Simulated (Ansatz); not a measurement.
La$_{2}$O$_{3}$ (A-La2O3 type, space group P-3m1)

```
CELL_PARAMETERS angstrom
      3.93527     0.00000     0.00000
     -1.96763     3.40804     0.00000
      0.00000     0.00000     6.12628
ATOMIC_POSITIONS crystal
  La 0.33333 0.66667 0.24614
  La 0.66667 0.33333 0.75386
  O  0.00000 0.00000 0.00000
  O  0.33333 0.66667 0.64612
  O  0.66667 0.33333 0.35388
```

Equation-of-state scan: isotropic scaling of the cell above, V₀ being its volume. The atoms relax within the cell's symmetry.

The numbers are results of r2SCAN (plane waves to 500 eV, PAW, scalar-relativistic; Ansatz, a quantum-chemistry and plane-wave program), not measurements. k mesh 10×10×6 (Γ-centred), Fermi-Dirac smearing 0.05 eV. Stress and pressure are positive under compression. La2O3 is run without spin polarisation. La2O3 was relaxed with its symmetry unable to fall.

At one point of the scan the stress tensor (GPa) is:

```
    4.6      0.0      0.0
    0.0      4.6      0.0
    0.0      0.0      3.3
```

Question: Which point is it?
A. V/V₀ = 0.985
B. V/V₀ = 0.970
C. V/V₀ = 0.940
D. V/V₀ = 0.955

Answer: B, V/V₀ = 0.970

(A scan under strain: stresses follow from slopes of the energy per volume, elastic moduli from its curvatures.)
